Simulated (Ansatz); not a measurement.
Input and output for fluorite Sn2Ir (111), 6 layers: DFT, LDA, PAW with Ansatz's default frozen-core files, scalar-relativistic (Ansatz 0.2.0).

The slab is cut from a bulk crystal relaxed on PAW files (its atoms may have been relaxed since), whose type needn't be the stable one.

Command: `ansatz run input.yaml --threads 2 --pin off --max-ram 5120MiB --backend cpu --events-out ev --progress --plain --runs-dir out` It took 7.7 s on 2 threads of INTEL(R) XEON(R) PLATINUM 8581C CPU @ 2.30GHz (Emerald Rapids) (shared host), peak memory 0.65 GiB.

```yaml
crystal:
  lattice:
    - [4.4575016955, 0.0, 0.0]
    - [-2.2287508478, 3.8603097057, 0.0]
    - [0.0, 0.0, 21.4593]
  atoms:
    - { symbol: Sn, position: [0.0, 0.0, 0.3727986854] }
    - { symbol: Ir, position: [0.333333333, 0.666666667, 0.4151991234] }
    - { symbol: Sn, position: [0.666666667, 0.333333333, 0.457599562] }
    - { symbol: Sn, position: [0.333333333, 0.666666667, 0.542400438] }
    - { symbol: Ir, position: [0.666666667, 0.333333333, 0.5848008766] }
    - { symbol: Sn, position: [0.0, 0.0, 0.6272013146] }
kpoints:
  mp_grid: { grid: [9, 9, 1] }
scf:
  occupations: { method: fermi_dirac, width: 0.08 }
hamiltonian:
  xc: lda
  pseudopotentials: { kind: paw }
output:
  forces: true
  stress: true
  eigenvalues: true
  populations: true
efield:
  axis: 3
  amplitude: 0
  dipole_correction: true
```

Output:

```
Engine: ansatz 0.2.0
Pseudopotentials: kind: paw
Pseudopotential: Sn, paw, valence charge 14, recommended cutoff 420 eV (normal), Sn.paw.azcp
Pseudopotential: Ir, paw, valence charge 17, recommended cutoff 420 eV (normal), Ir.paw.azcp
Functional definition: SPW92
  exchange = slater_x
  correlation = pw_c
Crystal: 6 atoms, lattice volume = 369.257 Å³
Basis set: ecut = 420 eV, 7253 PW (Γ)
Bands: 54, of which v1, the nominal top of the filled ones, is band 45 counted from 1 (44 counted from 0)
Symmetry: 6 space group operations
k-points: 12 of 81 (time reversal used)
Non-local potential: Sn, projectors of the file, l = 0: 2, l = 1: 2, l = 2: 2, l = 3: 2
Non-local potential: Ir, projectors of the file, l = 0: 3, l = 1: 2, l = 2: 2, l = 3: 1
PAW form: soft (Blöchl's): semilocal exchange-correlation on the pseudo side does not see the compensation charge
PAW frozen core: Sn, regenerated for the run's functional, and the local potential with it (the file was generated under x = pbe(κ = 0.804, μ = 0.2195149727645171), c = pbe(β = 0.06672455060314922))
PAW frozen core: Ir, regenerated for the run's functional, and the local potential with it (the file was generated under x = pbe(κ = 0.804, μ = 0.2195149727645171), c = pbe(β = 0.06672455060314922))
PAW one-centre angular grid: Sn, 590 points (default); XC on 64 Gauss nodes
PAW one-centre angular grid: Ir, 590 points (default); XC on 64 Gauss nodes
Initial density: superposition of atomic densities (neutral atoms: chi_scale 0, normalization atom), corrected by the library's trained network
Initial wavefunctions: pseudopotential atomic-orbital guess
Functional: x = slater, c = lda
SCF iter   1: F=—  HF=-46844.821709 eV  |F-HF|=—  |Δ(HF+E_count)|=         —  Δρ=4.68e-3  dr2=8.08e-2  ethr=1.77e-3  p=0.000 e·Å  D=7.02e-14 V/Å  ΔV_dip=-0.00 eV  dr2_dipole=2.26e-8  V_vac-E_F(+/−)=4.50/4.50 eV  ⟨swp⟩=8.5  Hψ=2880  notcnv=0  defer=1
efield: sawtooth ramp at fractional position 0.9500 (placed from the atoms, in the widest stretch of the axis that holds none; the zero of the levels goes with the place), width 0.1000; the density the first Hamiltonian is built on has a dipole p = 0.000 e·Å; the dipole correction subtracts the counter field D = 7.02e-14 V/Å, which shifts the + side's vacuum level by -0.00 eV against the − side's; the planar-averaged density in the ramp window peaks in size at 3.8e-5 e/Å³
preconditioner: auto → LDOS  [metal: Δε(μ)=0.007 eV  Ē_g=16.180 eV  σ=0.080 eV  W_gap=0.02  n_scr=68 (ndim 8)  ℏωp=16.6 eV  f_vac=0.594  D(μ)=3.26/eV (n_scr^D=8)  β→1.0]
SCF iter   2: F=—  HF=-46844.813141 eV  |F-HF|=—  |Δ(HF+E_count)|=   8.57e-3  Δρ=2.13e-3  dr2=2.12e-2  ethr=8.97e-5  p=0.000 e·Å  D=2.72e-6 V/Å  ΔV_dip=-0.00 eV  dr2_dipole=1.20e-8  V_vac-E_F(+/−)=4.63/4.63 eV  ⟨swp⟩=2.5  Hψ=1301  notcnv=0  defer=19
SCF iter   3: F=—  HF=-46844.805781 eV  |F-HF|=—  |Δ(HF+E_count)|=   7.36e-3  Δρ=5.19e-4  dr2=1.12e-3  ethr=2.35e-5  p=0.000 e·Å  D=1.59e-6 V/Å  ΔV_dip=-0.00 eV  dr2_dipole=3.55e-10  V_vac-E_F(+/−)=4.58/4.58 eV  ⟨swp⟩=2.0  Hψ=1159  notcnv=0  defer=19
SCF iter   4: F=—  HF=-46844.805483 eV  |F-HF|=—  |Δ(HF+E_count)|=   2.98e-4  Δρ=1.09e-4  dr2=6.07e-5  ethr=1.24e-6  p=0.000 e·Å  D=6.30e-7 V/Å  ΔV_dip=-0.00 eV  dr2_dipole=1.54e-11  V_vac-E_F(+/−)=4.59/4.59 eV  ⟨swp⟩=2.2  Hψ=1076  notcnv=0  defer=19
SCF iter   5: F=—  HF=-46844.805774 eV  |F-HF|=—  |Δ(HF+E_count)|=   2.91e-4  Δρ=2.80e-5  dr2=4.63e-6  ethr=6.74e-8  p=0.000 e·Å  D=1.87e-7 V/Å  ΔV_dip=-0.00 eV  dr2_dipole=1.93e-13  V_vac-E_F(+/−)=4.59/4.59 eV  ⟨swp⟩=2.2  Hψ=1116  notcnv=0  defer=19
SCF iter   6: F=—  HF=-46844.805775 eV  |F-HF|=—  |Δ(HF+E_count)|=   1.33e-6  Δρ=8.17e-6  dr2=2.07e-7  ethr=5.15e-9  p=0.000 e·Å  D=6.26e-8 V/Å  ΔV_dip=-0.00 eV  dr2_dipole=7.00e-13  V_vac-E_F(+/−)=4.59/4.59 eV  ⟨swp⟩=2.0  Hψ=1074  notcnv=0  defer=19
SCF iter   7: F=-46844.805776 eV  HF=-46844.805776 eV  |F-HF|=2.47e-9  |Δ(HF+E_count)|=   4.45e-7  Δρ=2.96e-6  dr2=4.49e-8  ethr=1.11e-10  p=0.000 e·Å  D=7.19e-9 V/Å  ΔV_dip=-0.00 eV  dr2_dipole=6.73e-15  V_vac-E_F(+/−)=4.59/4.59 eV  ⟨swp⟩=16.9  Hψ=3244  notcnv=0
SCF 1 converged in 7 iterations: F = -46844.805776 eV  dr2 = 4.49e-8
  greatest PAW one-centre occupation: 1.000 electrons in one spin orbital (limit 2), on the Ir atom at site 1 (counted from 0), in its partial waves of l = 0
SCF converged after 7 iterations
Free energy (F): -46844.805776 eV
Harris-Foulkes:  -46844.805776 eV  (|F-HF|=2.47e-9)
Internal energy: -46844.740078 eV  (E = F + TS)
E sigma→0 (E₀):  -46844.772927 eV
Entropy (-TS):   -0.065698 eV (-10.950 meV/atom)
Fermi energy:    1.936280 eV
Dipole field:    D = -0.000000 V/Å  (p = -0.000000 e·Å, saw-weighted, corrected)
Work function:   Φ+ = 4.5883 eV   Φ− = 4.5883 eV
Levels:          The Fermi level and band energies are counted from a zero that moves with the ramp; work functions are not
--- Per-component energies (eV) ---
  E_band       = -1740.557141
  E_kinetic    = 2003.707292
  E_local      = -76382.244548  (includes V_loc(G=0)·N_el)
  E_nonlocal   = 52.426170
  E_hartree    = 37743.978997
  E_xc         = -2046.293517
  E_vxc        = -991.481304  (∫ρ·V_xc dr)
  E_paw        = -33894.947985  (= ΣΔE_a)
  E_vpaw       = -1910.939371  (= ΣTr[D̂ρ^β])
  E_aug_tail   = 0.000093  (compensation charges beyond the density's cutoff)
  E_efield     = 0.000000  (sawtooth field / dipole correction)
  E_vefield    = 0.000000  (∫n·V_field dr)
  E_ewald      = 25676.110622
  E_core_change = 2.522797  (= ΣΔE_core)
  E_smearing   = -0.065698  (= −TS)
  E_closure    = 0.000000  (closes the sum)
  Σ components = -46844.805776   (vs F -46844.805776, Δ=0.00e0)
--- Forces (eV/Å), atoms counted from 1 ---
  atom   1  Sn    -0.00000000     0.00000000     0.09935414
  atom   2  Ir     0.00000000     0.00000000     0.33984143
  atom   3  Sn     0.00000000     0.00000000    -0.01074248
  atom   4  Sn     0.00000000    -0.00000000     0.01074243
  atom   5  Ir    -0.00000000    -0.00000000    -0.33984120
  atom   6  Sn     0.00000000    -0.00000000    -0.09935419
  max |Σ_I F_I| component: 1.38e-7 eV/Å
--- Stress (GPa, compression-positive) ---
       -2.463130      -0.000000       0.000000
       -0.000000      -2.463130       0.000000
        0.000000      -0.000000      -0.763811
  P = ⅓ Tr σ = -1.8967 GPa (-18.967 kbar)
--- Band table (eV; the first three rows and the last of 12) ---
  k-point 0: bands = ["-89.5567", "-89.5567", "-46.4323", "-46.4323", "-46.4322", "-46.4322", "-46.3527", "-46.3520", "-19.4022", "-19.4022", "-19.3212", "-19.3142", "-19.3142", "-19.2306", "-19.2236", "-19.2236", "-19.2233", "-19.2233", "-19.1020", "-19.0937", "-19.0563", "-19.0563", "-19.0372", "-19.0372", "-18.9675", "-18.9675", "-18.9495", "-18.9495", "-9.1027", "-7.7193", "-4.8592", "-2.4209", "-2.1341", "-2.1341", "-1.7983", "-1.7983", "-1.0522", "-0.0286", "-0.0286", "0.0770", "0.0770", "0.5560", "2.3890", "3.0969", "3.0969", "3.4114", "4.0345", "4.8095", "4.8095", "5.2743", "6.2523", "6.2523", "6.2683", "6.2828"]
  k-point 1: bands = ["-89.5567", "-89.5567", "-46.4324", "-46.4324", "-46.4323", "-46.4322", "-46.3527", "-46.3520", "-19.4005", "-19.3938", "-19.3200", "-19.3148", "-19.3105", "-19.2309", "-19.2266", "-19.2252", "-19.2227", "-19.2226", "-19.1010", "-19.0946", "-19.0585", "-19.0571", "-19.0396", "-19.0375", "-18.9697", "-18.9677", "-18.9544", "-18.9494", "-8.9644", "-7.5732", "-4.8480", "-3.1054", "-2.0796", "-1.9441", "-1.6979", "-1.5477", "-0.9693", "-0.2113", "-0.1447", "0.1066", "0.1252", "0.4347", "1.9257", "2.7654", "3.1022", "3.4885", "3.6712", "4.0707", "4.2810", "5.6610", "5.8821", "6.3340", "6.3786", "6.5879"]
  k-point 2: bands = ["-89.5567", "-89.5567", "-46.4328", "-46.4327", "-46.4323", "-46.4323", "-46.3525", "-46.3519", "-19.3960", "-19.3703", "-19.3249", "-19.3062", "-19.3002", "-19.2350", "-19.2304", "-19.2302", "-19.2225", "-19.2211", "-19.0995", "-19.0967", "-19.0647", "-19.0588", "-19.0481", "-19.0387", "-18.9754", "-18.9680", "-18.9656", "-18.9493", "-8.5577", "-7.1486", "-4.8648", "-3.9263", "-2.1928", "-1.9231", "-1.4150", "-1.2247", "-0.9795", "-0.4573", "-0.3183", "-0.0441", "0.0937", "0.4661", "1.2729", "1.8306", "2.0355", "3.2097", "3.2892", "3.7481", "4.4051", "5.1164", "5.9723", "6.3517", "6.6353", "6.8055"]
  k-point 11: bands = ["-89.5567", "-89.5567", "-46.4330", "-46.4330", "-46.4330", "-46.4329", "-46.3521", "-46.3521", "-19.3609", "-19.3050", "-19.3050", "-19.2939", "-19.2929", "-19.2929", "-19.2424", "-19.2377", "-19.2377", "-19.1606", "-19.1032", "-19.1027", "-19.0799", "-19.0799", "-19.0584", "-19.0584", "-18.9882", "-18.9882", "-18.9627", "-18.9627", "-6.1413", "-6.1413", "-5.4208", "-5.2322", "-2.8162", "-2.8162", "-2.3397", "-1.2510", "-1.2510", "-0.5111", "-0.3920", "-0.3920", "0.0631", "0.2397", "0.4016", "0.4016", "2.1000", "2.1000", "2.4785", "2.6816", "5.1743", "5.1743", "5.8242", "7.6219", "7.6219", "8.0940"]
--- Löwdin populations: 6 sites ---
  site symbol       q [e]
     0     Sn     13.9707
     1     Ir     16.9472
     2     Sn     13.8628
     3     Sn     13.8628
     4     Ir     16.9472
     5     Sn     13.9707
  spilling = 0.004873 (of n_electrons = 90.000000)
```

populations.tsv:

```
# site	symbol	l	j	q
# orbitals = lowdin
# n_electrons = 90.000000
# spilling = 0.004873
0	Sn	0_5S	-	1.653726
0	Sn	1_5P	-	2.322865
0	Sn	2_4D	-	9.994137
1	Ir	0_5S	-	1.975172
1	Ir	0_6S	-	0.735307
1	Ir	1_5P	-	5.985344
1	Ir	2_5D	-	8.251376
2	Sn	0_5S	-	1.411642
2	Sn	1_5P	-	2.458532
2	Sn	2_4D	-	9.992624
3	Sn	0_5S	-	1.411642
3	Sn	1_5P	-	2.458532
3	Sn	2_4D	-	9.992624
4	Ir	0_5S	-	1.975172
4	Ir	0_6S	-	0.735307
4	Ir	1_5P	-	5.985344
4	Ir	2_5D	-	8.251376
5	Sn	0_5S	-	1.653726
5	Sn	1_5P	-	2.322865
5	Sn	2_4D	-	9.994137
```

Next run (atoms relaxed), as changes to the input before:

```diff
   eigenvalues: true
-  populations: true
+relax:
+  f_tol: 0.01
+  max_steps: 40
 efield:
```

Results part of the output:

```
Warning: output.stress: scf.convergence.dr2_threshold = 1e-7 eV (the SCF's general default) is looser than the 6e-10 eV advised for a printed stress (1e-10 eV for each atom of the cell: 6). What an SCF threshold leaves in a stress goes as its square root, and in the free energy as the threshold itself, and one threshold admits the most on a small cell: of the crystals measured, under no hybrid fun
SCF converged after 5 iterations
Free energy (F): -46844.828663 eV
Harris-Foulkes:  -46844.828663 eV  (|F-HF|=5.12e-9)
Internal energy: -46844.764936 eV  (E = F + TS)
E sigma→0 (E₀):  -46844.796799 eV
Entropy (-TS):   -0.063727 eV (-10.621 meV/atom)
Fermi energy:    1.938290 eV
Dipole field:    D = 0.000000 V/Å  (p = 0.000000 e·Å, saw-weighted, corrected)
Work function:   Φ+ = 4.5914 eV   Φ− = 4.5914 eV
Levels:          The Fermi level and band energies are counted from a zero that moves with the ramp; work functions are not
--- Per-component energies (eV) ---
[... lines left out ...]
  k-point 1: bands = ["-89.5785", "-89.5785", "-46.4593", "-46.4592", "-46.4592", "-46.4591", "-46.3830", "-46.3820", "-19.4060", "-19.3990", "-19.3253", "-19.3164", "-19.3112", "-19.2407", "-19.2348", "-19.2334", "-19.2294", "-19.2274", "-19.1089", "-19.1017", "-19.0667", "-19.0655", "-19.0482", "-19.0470", "-18.9842", "-18.9818", "-18.9635", "-18.9574", "-9.0633", "-7.6567", "-4.8132", "-3.1756", "-2.1808", "-2.0211", "-1.7785", "-1.6303", "-1.0133", "-0.2527", "-0.1910", "0.0634", "0.0848", "0.4777", "1.9879", "2.7447", "3.0707", "3.4857", "3.6202", "4.0887", "4.2559", "5.7131", "5.9190", "6.3525", "6.3879", "6.5896"]
  k-point 2: bands = ["-89.5785", "-89.5785", "-46.4597", "-46.4596", "-46.4592", "-46.4591", "-46.3828", "-46.3820", "-19.4014", "-19.3743", "-19.3285", "-19.3104", "-19.3007", "-19.2417", "-19.2374", "-19.2331", "-19.2318", "-19.2303", "-19.1072", "-19.1041", "-19.0731", "-19.0679", "-19.0549", "-19.0485", "-18.9912", "-18.9825", "-18.9780", "-18.9575", "-8.6538", "-7.2301", "-4.8549", "-3.9961", "-2.2655", "-2.0214", "-1.4895", "-1.2780", "-1.0355", "-0.4913", "-0.3661", "-0.0724", "0.0561", "0.4517", "1.2889", "1.8274", "1.9904", "3.2478", "3.2551", "3.7909", "4.3474", "5.2059", "5.9972", "6.3589", "6.7136", "6.8036"]
  k-point 11: bands = ["-89.5785", "-89.5785", "-46.4599", "-46.4599", "-46.4599", "-46.4597", "-46.3823", "-46.3823", "-19.3612", "-19.3100", "-19.3100", "-19.2980", "-19.2980", "-19.2956", "-19.2439", "-19.2431", "-19.2431", "-19.1616", "-19.1113", "-19.1106", "-19.0914", "-19.0914", "-19.0682", "-19.0682", "-19.0071", "-19.0071", "-18.9750", "-18.9750", "-6.2226", "-6.2226", "-5.4805", "-5.2743", "-2.9008", "-2.9008", "-2.3812", "-1.3323", "-1.3323", "-0.4888", "-0.4169", "-0.4169", "-0.0054", "0.1857", "0.3710", "0.3710", "2.1603", "2.1603", "2.4428", "2.6208", "5.2761", "5.2761", "6.0196", "7.6586", "7.6586", "8.1646"]
--- Relaxed structure (5 steps of the walk, 3 accepted, 0 SCFs on fresh bases) ---
  F+E_penalty+E_count = -46844.82866299 eV   max|allowed force component| = 6.375e-4 eV/Å
  atoms:
    - { symbol: Sn, position: [1.2172177027991785e-18, 1.1590902567623341e-33, 0.37477094749314704] }
    - { symbol: Ir, position: [0.3333333333333333, 0.6666666666666666, 0.4176708307745198] }
    - { symbol: Sn, position: [0.6666666666666667, 0.3333333333333333, 0.4573669373390534] }
    - { symbol: Sn, position: [0.3333333333333333, 0.6666666666666666, 0.5426330627720426] }
    - { symbol: Ir, position: [0.6666666666666667, 0.3333333333333333, 0.5823291689858487] }
    - { symbol: Sn, position: [-1.2172176234710308e-18, -1.2483777976883184e-33, 0.6252290526353886] }
```

Next run (field of 0.2 V/Å along the normal), as changes to the input before:

```diff
   atoms:
-    - { symbol: Sn, position: [0.0, 0.0, 0.3727986854] }
-    - { symbol: Ir, position: [0.333333333, 0.666666667, 0.4151991234] }
-    - { symbol: Sn, position: [0.666666667, 0.333333333, 0.457599562] }
-    - { symbol: Sn, position: [0.333333333, 0.666666667, 0.542400438] }
-    - { symbol: Ir, position: [0.666666667, 0.333333333, 0.5848008766] }
-    - { symbol: Sn, position: [0.0, 0.0, 0.6272013146] }
+    - { symbol: Sn, position: [0.0, 0.0, 0.3747709475] }
+    - { symbol: Ir, position: [0.3333333333, 0.6666666667, 0.4176708308] }
+    - { symbol: Sn, position: [0.6666666667, 0.3333333333, 0.4573669373] }
+    - { symbol: Sn, position: [0.3333333333, 0.6666666667, 0.5426330628] }
+    - { symbol: Ir, position: [0.6666666667, 0.3333333333, 0.582329169] }
+    - { symbol: Sn, position: [0.0, 0.0, 0.6252290526] }
 kpoints:
   eigenvalues: true
-relax:
-  f_tol: 0.01
-  max_steps: 40
 efield:
   axis: 3
-  amplitude: 0
+  amplitude: 0.2
   dipole_correction: true
```

Command: `ansatz run input.yaml --threads 2 --pin off --max-ram 5120MiB --backend cpu --events-out ev --progress --plain --runs-dir out` It took 8.5 s on 2 threads of INTEL(R) XEON(R) PLATINUM 8581C CPU @ 2.30GHz (Emerald Rapids) (shared host), peak memory 0.65 GiB.

Results part of the output:

```
SCF 1 converged in 9 iterations: F = -46844.843940 eV  dr2 = 1.82e-8
  greatest PAW one-centre occupation: 1.000 electrons in one spin orbital (limit 2), on the Ir atom at site 4 (counted from 0), in its partial waves of l = 0
SCF converged after 9 iterations
Free energy (F): -46844.843940 eV
Harris-Foulkes:  -46844.843940 eV  (|F-HF|=2.49e-8)
Internal energy: -46844.780201 eV  (E = F + TS)
E sigma→0 (E₀):  -46844.812071 eV
Entropy (-TS):   -0.063738 eV (-10.623 meV/atom)
Fermi energy:    1.935797 eV
Dipole field:    D = 0.074875 V/Å  (p = 0.152793 e·Å, saw-weighted, corrected)
Work function:   not extracted (applied field tilts the vacuum); planar V_es + V_field profile in the machine report
Levels:          The Fermi level and band energies are counted from a zero that moves with the ramp; work functions are not
--- Per-component energies (eV) ---
  E_band       = -1743.164286
  E_kinetic    = 2005.716676
  E_local      = -77489.636372  (includes V_loc(G=0)·N_el)
[... lines left out ...]
  atom   2  Ir     0.00000000     0.00000000    -0.02129400
  atom   3  Sn     0.00000000     0.00000000     0.00051461
  atom   4  Sn     0.00000000    -0.00000000     0.00226116
  atom   5  Ir     0.00000000    -0.00000000    -0.02003396
  atom   6  Sn     0.00000000    -0.00000000     0.02055072
  max |Σ_I F_I| component: 3.07e-6 eV/Å
--- Stress (GPa, compression-positive) ---
       -1.948567      -0.000000       0.000000
       -0.000000      -1.948567      -0.000000
        0.000000       0.000000       0.004393
  P = ⅓ Tr σ = -1.2976 GPa (-12.976 kbar)
--- Band table (eV; the first three rows and the last of 12) ---
  k-point 0: bands = ["-89.5811", "-89.5811", "-46.4620", "-46.4620", "-46.4614", "-46.4614", "-46.3856", "-46.3846", "-19.4105", "-19.4105", "-19.3296", "-19.3176", "-19.3176", "-19.2424", "-19.2381", "-19.2381", "-19.2287", "-19.2287", "-19.1132", "-19.1031", "-19.0674", "-19.0674", "-19.0492", "-19.0492", "-18.9844", "-18.9844", "-18.9598", "-18.9598", "-9.2050", "-7.8060", "-4.8192", "-2.4737", "-2.2385", "-2.2385", "-1.8834", "-1.8834", "-1.0915", "-0.0727", "-0.0727", "0.0235", "0.0235", "0.6205", "2.4297", "3.0884", "3.0884", "3.3263", "4.0785", "4.7890", "4.7890", "5.2879", "5.8387", "6.2579", "6.2579", "6.3229"]
  k-point 1: bands = ["-89.5811", "-89.5811", "-46.4621", "-46.4620", "-46.4615", "-46.4614", "-46.3856", "-46.3846", "-19.4087", "-19.4016", "-19.3279", "-19.3191", "-19.3139", "-19.2433", "-19.2375", "-19.2360", "-19.2320", "-19.2300", "-19.1120", "-19.1040", "-19.0696", "-19.0685", "-19.0507", "-19.0495", "-18.9873", "-18.9848", "-18.9659", "-18.9598", "-9.0658", "-7.6593", "-4.8157", "-3.1781", "-2.1834", "-2.0236", "-1.7811", "-1.6331", "-1.0156", "-0.2552", "-0.1936", "0.0608", "0.0822", "0.4751", "1.9852", "2.7421", "3.0646", "3.4831", "3.6168", "4.0836", "4.2534", "5.6576", "5.8415", "6.1448", "6.3853", "6.6342"]
  k-point 2: bands = ["-89.5811", "-89.5810", "-46.4625", "-46.4620", "-46.4619", "-46.4614", "-46.3854", "-46.3846", "-19.4041", "-19.3770", "-19.3312", "-19.3131", "-19.3034", "-19.2442", "-19.2400", "-19.2358", "-19.2343", "-19.2329", "-19.1106", "-19.1060", "-19.0760", "-19.0708", "-19.0574", "-19.0510", "-18.9945", "-18.9855", "-18.9801", "-18.9599", "-8.6564", "-7.2326", "-4.8575", "-3.9987", "-2.2681", "-2.0240", "-1.4921", "-1.2808", "-1.0381", "-0.4937", "-0.3687", "-0.0750", "0.0535", "0.4491", "1.2863", "1.8248", "1.9878", "3.2442", "3.2525", "3.7852", "4.3438", "5.1949", "5.9609", "6.2441", "6.6268", "6.7109"]
  k-point 11: bands = ["-89.5811", "-89.5810", "-46.4628", "-46.4627", "-46.4622", "-46.4621", "-46.3849", "-46.3848", "-19.3638", "-19.3144", "-19.3109", "-19.3011", "-19.3003", "-19.2983", "-19.2465", "-19.2458", "-19.2456", "-19.1642", "-19.1155", "-19.1119", "-19.0962", "-19.0921", "-19.0731", "-19.0688", "-19.0129", "-19.0068", "-18.9806", "-18.9749", "-6.2262", "-6.2241", "-5.4833", "-5.2767", "-2.9046", "-2.9020", "-2.3838", "-1.3380", "-1.3316", "-0.4914", "-0.4209", "-0.4180", "-0.0080", "0.1832", "0.3665", "0.3704", "2.1441", "2.1715", "2.4361", "2.6224", "5.2493", "5.2957", "6.0156", "7.5999", "7.6983", "8.0802"]
```

Spin–orbit coupling is left out, which matters for the heavy atoms. The PAW files were made under PBE.
